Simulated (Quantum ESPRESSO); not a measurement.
# Band energies of NH4I

```xyz
12
Lattice="6.1494 0.0000 0.0000 0.0000 6.1494 0.0000 0.0000 0.0000 4.4137" Properties=species:S:1:pos:R:3 pbc="T T T"
H      2.2288     3.0747     0.5945
H      0.0000     5.3035     0.5945
H      3.9206     3.0747     0.5945
H      0.0000     0.8459     0.5945
H      5.3035     0.0000     3.8192
H      3.0747     3.9206     3.8192
H      0.8459     0.0000     3.8192
H      3.0747     2.2288     3.8192
N      3.0747     3.0747     0.0000
N      0.0000     0.0000     0.0000
I      0.0000     3.0747     1.9926
I      3.0747     0.0000     2.4210
```

norm-conserving PBEsol (Quantum ESPRESSO, 84 Ry, scalar-relativistic); path ΓXMΓZRAZ,XR,MA; energies in eV from the valence-band maximum.

```csv
k (1/Å),point,band 12,band 13,band 14,band 15,band 16,band 17,band 18,band 19
0.00,Γ,-1.20,-0.15,-0.15,-0.12,0.00,3.55,4.22,5.70
0.51,X,-1.17,-0.77,-0.77,-0.09,-0.09,5.13,5.13,6.33
1.02,M,-1.93,-0.17,-0.17,-0.14,-0.14,5.83,5.83,7.12
1.20,,-1.73,-0.38,-0.17,-0.12,-0.12,5.38,5.94,6.34
1.56,,-1.08,-0.51,-0.15,-0.12,-0.02,3.92,4.51,5.86
1.74,Γ,-1.20,-0.15,-0.15,-0.12,0.00,3.55,4.22,5.70
2.10,,-1.29,-1.12,-0.74,-0.16,-0.16,4.56,4.89,6.15
2.46,Z,-1.38,-1.38,-1.35,-0.17,-0.17,5.79,6.00,6.23
2.97,R,-1.41,-0.85,-0.85,-0.66,-0.66,5.25,5.25,6.50
3.31,,-1.23,-1.16,-1.16,-0.17,-0.17,4.65,4.65,6.05
3.48,A,-1.22,-1.15,-1.15,-0.08,-0.08,4.53,4.53,5.76
3.84,,-1.30,-1.25,-0.75,-0.74,-0.11,5.09,5.35,5.91
4.20,Z,-1.38,-1.38,-1.35,-0.17,-0.17,5.79,6.00,6.23
4.20,X,-1.17,-0.77,-0.77,-0.09,-0.09,5.13,5.13,6.33
4.49,,-1.06,-0.79,-0.79,-0.58,-0.58,5.58,5.58,6.82
4.77,,-1.33,-0.84,-0.84,-0.70,-0.70,5.36,5.36,6.55
4.91,R,-1.41,-0.85,-0.85,-0.66,-0.66,5.25,5.25,6.50
4.91,M,-1.93,-0.17,-0.17,-0.14,-0.14,5.83,5.83,7.12
5.09,,-1.84,-0.33,-0.33,-0.15,-0.15,5.92,5.92,6.46
5.62,A,-1.22,-1.15,-1.15,-0.08,-0.08,4.53,4.53,5.76
```

The PBEsol gap is direct, 3.55 eV at Γ.

Without spin-orbit coupling, band edges of such heavy elements can be off by tenths of an eV.

Geometry of the Materials Project entry, not relaxed at this level.

The structure is a Materials Project entry; no match was found in the copy of COD used, and its stability was not checked.

The distance between layers or molecules is the database entry's, not relaxed here. Functionals without dispersion can leave it too large, which widens gaps and weakens the response across layers: the numbers belong to this cell.
